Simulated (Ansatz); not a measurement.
MoS2 (3R-MoS2 type, space group R3m)

Space group R3m, hexagonal axes (No. 160); a = 3.175 Å, b = 3.175 Å, c = 18.585 Å, α = 90.00°, β = 90.00°, γ = 120.00°

```json
[
 {"atom": "Mo", "site": "3a", "symmetry": "3m", "x": "0.0000", "y": "0.0000", "z": "0.0000"},
 {"atom": "S", "site": "3a", "symmetry": "3m", "x": "0.0000", "y": "0.0000", "z": "0.2497"},
 {"atom": "S", "site": "3a", "symmetry": "3m", "x": "0.0000", "y": "0.0000", "z": "0.4170"}
]
```
(The calculation used a cell of 3 atoms; values per cell refer to that cell.)

The relaxed cell is deformed in two ways at once: its volume V is scaled, and at that volume it is stretched along z (the c axis of the conventional cell) so that c/a changes. Fractional atomic positions are held.

The numbers are results of r2SCAN+rVV10 (plane waves to 500 eV, PAW, scalar-relativistic; Ansatz, a first-principles code), not measurements. k mesh 12×12×12 (Γ-centred), Fermi-Dirac smearing 0.05 eV. Compression counts positive. As the atoms are clamped, bonds stretch with the cell, which overstates energies and stresses. As the smearing reaches across the gap at some points, the response to shear is sensitive to the k mesh, so small differences along c/a are uncertain. MoS2 is run without spin polarisation. MoS2 was relaxed with its symmetry unable to fall. This is one of several known forms of MoS2; the measured ambient cells at hand have space group No. 194. The last digit holds for this mesh only.

Changes of σzz (GPa) from the point V/V₀ = 1.000, (c/a)/(c/a)₀ = 1.000 when one coordinate moves alone (two changes are said to add if the coupling is within 5 % of the smaller one, nearly so within 20 %):

```csv
point,change
"V/V₀ = 1.000, (c/a)/(c/a)₀ = 0.880",15.44
"V/V₀ = 1.000, (c/a)/(c/a)₀ = 0.940",8.09
"V/V₀ = 0.960, (c/a)/(c/a)₀ = 1.000",7.31
"V/V₀ = 0.980, (c/a)/(c/a)₀ = 1.000",3.46
"V/V₀ = 1.020, (c/a)/(c/a)₀ = 1.000",-3.11
"V/V₀ = 1.040, (c/a)/(c/a)₀ = 1.000",-5.91
"V/V₀ = 1.000, (c/a)/(c/a)₀ = 1.060",-7.85
"V/V₀ = 1.000, (c/a)/(c/a)₀ = 1.120",-15.37
```

Task: What is the change at V/V₀ = 1.020, (c/a)/(c/a)₀ = 0.880, where both move, and how far is it from the sum?

Result: The sum of the single changes is -3.11 + (15.44) = 12.33; the calculation gives 12.05, so the coupling contributes -0.28 (under 20 % of the smaller single change, nearly additive).

Task: What is the change at V/V₀ = 0.980, (c/a)/(c/a)₀ = 0.940, where both move, and how far is it from the sum?

Result: The sum of the single changes is 3.46 + (8.09) = 11.55; the calculation gives 11.74, so the coupling contributes 0.19 (under 20 % of the smaller single change, nearly additive).

Task: What is the change at V/V₀ = 1.040, (c/a)/(c/a)₀ = 1.060, where both move, and how far is it from the sum?

Result: The sum of the single changes is -5.91 + (-7.85) = -13.76; the calculation gives -13.32, so the coupling contributes 0.44 (under 20 % of the smaller single change, nearly additive).

(A scan under strain: stresses follow from slopes of the energy per volume, elastic moduli from its curvatures.)
